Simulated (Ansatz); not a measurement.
The cell below belongs to a search over invented structures; it isn't taken from experiment.

Input and command of a plane-wave DFT calculation in Ansatz:

```yaml
crystal:
  lattice:
    - [0.0139767768, -3.1474165198, 0.058360322]
    - [-4.9151585097, 0.021728808, -0.07220957]
    - [0.0423625731, 0.1176864023, -6.4661399838]
  atoms:
    - { symbol: Zr, position: [0.51733448, 0.1190763299, 0.8183793624] }
    - { symbol: Zr, position: [0.517504551, 0.3652476657, 0.3262309411] }
    - { symbol: Zr, position: [-0.0076960994, 0.63921351, 0.6707301499] }
    - { symbol: Ti, position: [0.9882153213, 0.8550060721, 0.1864574386] }
    - { symbol: B, position: [-0.0014308403, 0.424246063, 0.0249834907] }
    - { symbol: B, position: [0.476887802, 0.6070619942, 0.9777898506] }
    - { symbol: B, position: [0.5155462779, 0.8983150571, 0.4713187876] }
    - { symbol: B, position: [0.9936385075, 0.0918333082, 0.5241099791] }
basis:
  ecutwfc: 420
kpoints:
  mp_grid: { grid: [6, 4, 4] }
hamiltonian:
  xc: pbe
scf:
  occupations: { method: gaussian, width: 0.2 }
  lower_state_search: "off"
output:
  forces: true
  stress: true
  eigenvalues: true
relax:
  adjacent_minimum: "off"
  f_tol: 0.025
  max_steps: 60
  cell: { stress_tol: 0.25 }
```

```bash
ansatz run input.yaml --threads 1 --pin off --max-ram 2560MiB --backend cpu --events-out ev --progress --plain --runs-dir out
```

Processor: Intel(R) Xeon(R) Platinum 8488C (Sapphire Rapids), 1 thread, on a host shared with other jobs.

Task: How long does it run, and how much memory does it take?

Result: About 74 s, peak memory 0.54 GiB. It solves 38 bands at 52 k points (after reduction by symmetry) with about 2023 plane waves (on the last cell), in 38 SCF iterations over 6 ionic steps.
